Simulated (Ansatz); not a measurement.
Sn3Te2Se in space group P-3m1 (No. 164; Sn on 1b, Sn on 2d, Te on 2d, Se on 1a), LDA (plane waves, PAW; program Ansatz), all energies at zero smearing, with the estimated change up to a 700 eV cutoff added, with one set of potentials and settings (totals compare only within such a set). Cell of 6 atoms (3 Sn, 2 Te, 1 Se): -36678.182 eV.

```json
[
 {"element": "Sn", "reference phase": "I4_1/amd, 2 atoms in the cell", "E (eV/atom)": "-5879.5359"},
 {"element": "Te", "reference phase": "P3_121, 3 atoms in the cell", "E (eV/atom)": "-6827.2001"},
 {"element": "Se", "reference phase": "P3_121, 3 atoms in the cell", "E (eV/atom)": "-5383.2604"}
]
```

Formation energy per atom, worked out: (-36678.182 − 3×(-5879.5359) − 2×(-6827.2001) − 1×(-5383.2604))/6 = -0.319 eV/atom (-31 kJ per mol of atoms), at 0 K, without zero-point energy or fitted corrections.

The workflow started from a Materials Project entry (that database holds measured and hypothetical structures alike); the Crystallography Open Database copy checked does not list it. Whether it is the stable phase at ambient conditions was not checked. Symmetry was held in the LDA relaxation; of distortions, only those at the zone centre were tested. The references are the lowest solids computed at this level, not always the standard phases. Scalar-relativistic: spin–orbit coupling is off unless named, which matters more the heavier the elements.

Potentials: the later of the program's two PAW sets.
